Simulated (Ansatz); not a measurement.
A bilayer cut from bulk SnSe$_{2}$ (CdI2 type), in the bulk's stacking and in-plane cell, with 15 Å of vacuum. The upper layer (atoms 4 to 6) slides over the lower.

```
CELL_PARAMETERS angstrom
      3.84028     0.00000     0.00000
      1.92014     3.32578     0.00000
      0.00000     0.00000    24.19269
ATOMIC_POSITIONS crystal
  Se 0.66667 0.66667 0.31048
  Sn 0.00000 0.00000 0.37639
  Se 0.33333 0.33333 0.44233
  Se 0.66667 0.66667 0.55767
  Sn 0.00000 0.00000 0.62361
  Se 0.33333 0.33333 0.68952
```

In-plane vectors a = (3.840, 0.000) Å, b = (1.920, 3.326) Å, area 12.77 Å². The shift is x·a + y·b, and the map repeats with period 1 in x and y. Atoms relax along the normal only. γ = [E(shift) − E(0)] / area.

Method: PBE-D3(BJ) (plane waves to 420 eV, PAW, scalar-relativistic; Ansatz, a quantum-chemistry and plane-wave program). k mesh 10×10×1 (Γ-centred), Fermi-Dirac smearing 0.05 eV. E is the zero-smearing estimate. SnSe2 was relaxed with its symmetry unable to fall. The last digit holds for this mesh only.

Changes of γ·area (meV/cell) from the point x = 0.000, y = 0.000 when one coordinate moves alone (two changes are said to add if the coupling is within 5 % of the smaller one, nearly so within 20 %):

| point | change |
|---|---|
| x = 0.167, y = 0.000 | 34.76 |
| x = 0.333, y = 0.000 | 76.89 |
| x = 0.500, y = 0.000 | 90.50 |
| x = 0.667, y = 0.000 | 76.89 |
| x = 0.833, y = 0.000 | 34.76 |
| x = 0.000, y = 0.167 | 34.76 |
| x = 0.000, y = 0.333 | 76.89 |
| x = 0.000, y = 0.500 | 90.50 |
| x = 0.000, y = 0.667 | 76.89 |
| x = 0.000, y = 0.833 | 34.76 |

Question: What is the change at x = 0.500, y = 0.833, where both move, and how far is it from the sum?

Answer: The sum of the single changes is 90.50 + (34.76) = 125.26; the calculation gives 109.03, so the coupling contributes -16.23 (over 20 % of the smaller single change, not additive).

Question: What is the change at x = 0.500, y = 0.333, where both move, and how far is it from the sum?

Answer: The sum of the single changes is 90.50 + (76.89) = 167.39; the calculation gives 56.81, so the coupling contributes -110.58 (over 20 % of the smaller single change, not additive).

(The slope of γ gives the shear force per area between the displaced halves; near zero shift its curvature is an elastic stiffness.)
